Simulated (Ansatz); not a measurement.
SnO$_{2}$:
```yaml
crystal:
  lattice:
    - [4.75966, 0.00000, 0.00000]
    - [0.00000, 4.76021, 0.00000]
    - [0.00000, 0.00000, 3.20077]
  atoms:
    - { symbol: Sn, position: [0.50000, 0.50000, 0.50000] }
    - { symbol: Sn, position: [0.00000, 0.00000, 0.00000] }
    - { symbol: O, position: [0.30579, 0.30602, 0.00000] }
    - { symbol: O, position: [0.69421, 0.69398, 0.00000] }
    - { symbol: O, position: [0.80579, 0.19398, 0.50000] }
    - { symbol: O, position: [0.19421, 0.80602, 0.50000] }
```

Relaxed with r²SCAN.

Q: Map the electron localisation function on the plane through (0.500, 0.500, 0.500) spanned by u = [0, 0, 1] and v = [1, 1, 0] in lattice vectors, from DFT-r²SCAN in the program Ansatz with PAW potentials.

A: x is the fraction of u, y of v (the angle between them is 90°; rows are the nearest grid lines); atoms in the plane: Sn at (0.00, 0.00), Sn at (0.50, 0.50), O at (0.50, 0.81), O at (0.50, 0.19).
```
|   .:..   ..:.   |
|   .:..:::..:.   |
|..:::+%%%%%+:::..|
|::::=%@@@@@%=::::|
|..:+@@@+-+@@@+:..|
| .-*@@%+-+%@@*-. |
|  .=#@@@@@@@#=.  |
|   :=#@@@@@#=:   |
|    ..:::::..    |
|   ..:::::::..   |
|  ..::     ::..  |
|  ..:.     .:..  |
|  ..:.     .:..  |
|  ..::     ::..  |
|   ..:::::::..   |
|    ..:::::..    |
|   :=#@@@@@#=:   |
|  .=#@@@@@@@#=.  |
| .-*@@%+-+%@@*-. |
|..:+@@@+-+@@@+:..|
|::::=%@@@@@%=::::|
|..:::+%%%%%+:::..|
|   .:..:::..:.   |
|   .:..   ..:.   |
```
Scale: ten equal steps from 0.000 (start of ' ') to 0.815 (end of '@'), in the order ' .:-=+*#%@'; x runs from 0.000 to 1.00, y from 0.000 (bottom) to 1.00 (top).

The density is the valence pseudo-density with augmentation charge, so density and ELF within about 1 Å of a nucleus are not all-electron values.

Space group P4_2/mnm (rutile). The r²SCAN relaxation kept the symmetry of its start. Spin–orbit coupling is left out wherever it is not named.

Potentials: the later of the program's two PAW sets.
